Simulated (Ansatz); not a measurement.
CaCuO2, in the lowest of the structures calculated here: Cmmm (No. 65), oS16; a = 5.361 Å, b = 10.972 Å, c = 3.138 Å, α = β = γ = 90.00°; Ca 4j (0.500, 0.363, 0.500); Cu 4i (0.000, 0.378, 0.000); O 4e (0.250, 0.250, 0.000); O 4g (0.241, 0.000, 0.000). Calculation: PBEsol (plane waves to 420 eV, PAW, scalar-relativistic; Ansatz, a program for electronic structure). Element references, the lowest calculated here: Ca (Fm-3m), Cu (Fm-3m), O (C2/m, ferromagnetic, forced by one molecule a cell; α-O2 is antiferromagnetic); gases are represented by their molecular solids.

### Question
What is the computed formation energy of this Cmmm form of CaCuO2 from the elements (PBEsol)?

### Answer
-1.79 eV/atom.

Static energies, no anion corrections, no zero-point energy. Values are rounded to 0.01 eV/atom. The compounds carry no spin polarisation. The d or f electrons are treated with no Hubbard U. A magnetic insulating state can be missed without it.
